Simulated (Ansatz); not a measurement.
## Li2H: rattling a relaxed structure

The structure comes from a generated guess, relaxed at this level; another structure or a mixture of phases may lie lower.

Computed with DFT PBE, scalar-relativistic, plane waves, PAW in Ansatz. Plane waves to 420 eV, a k mesh through Γ of 18×18×10 on the computed 3-atom cell and Gaussian smearing (0.10 eV); no spin polarisation.

The cell below (3 atoms, space group P-6m2 (No. 187)) is relaxed within its symmetry.

```
CELL_PARAMETERS angstrom
2.79793 0.00000 0.00000
-1.39897 2.42308 0.00000
0.00000 0.00000 5.21044
ATOMIC_POSITIONS crystal
Li 0.66667 0.33333 0.76037
Li 0.66667 0.33333 0.23963
H 0.00000 0.00000 0.00000
```

For the test a repeat of it with 6 atoms (edges 2.80, 4.85, 5.21 Å) was strained at random (σ = 1.5 % a component), the atoms were moved at random (σ = 0.10 Å), and all was relaxed again on a coarse 8×4×4 mesh (in the run’s order of axes) with 0.20 eV smearing, with no symmetry imposed.

The cell is a metal run without spin; a magnetic state may lie lower.

**Question.** What happens?

**Answer.** It doesn't return. The energy falls by 60 meV/atom on that mesh, the volume changes by -0.2 %, and the end has space group Pmmn (No. 59) at a loose tolerance. Relaxed again on a 14×10×6 mesh with 0.10 eV smearing, the new structure lies 60 meV/atom below the first (mesh in the axes of the run's cell; the cell below is made exact in the group named). Space group Pmmn (No. 59), orthorhombic, a = 2.823 Å, b = 4.177 Å, c = 5.985 Å. Around Li on its first site lie 2 H at 1.92 Å, 2 H at 2.09 Å and 7 Li at 2.75–2.83 Å; Li on its second site is surrounded by 2 H at 2.03 Å and 3 Li at 2.75–2.82 Å; around H lie 6 Li at 1.92–2.09 Å.

```cif
data_structure
_symmetry_space_group_name_H-M 'P 1'
_symmetry_Int_Tables_number 1
_cell_length_a 2.8229
_cell_length_b 4.1771
_cell_length_c 5.9846
_cell_angle_alpha 90.000
_cell_angle_beta 90.000
_cell_angle_gamma 90.000
_cell_volume 70.57
loop_
_atom_site_label
_atom_site_type_symbol
_atom_site_fract_x
_atom_site_fract_y
_atom_site_fract_z
_atom_site_occupancy
Li1 Li 0.50000 0.00000 0.39330 1
Li2 Li 0.00000 0.50000 0.14680 1
Li3 Li 0.50000 0.00000 0.85320 1
Li4 Li 0.00000 0.50000 0.60670 1
H1 H 0.50000 0.50000 0.38981 1
H2 H 0.00000 0.00000 0.61019 1
```
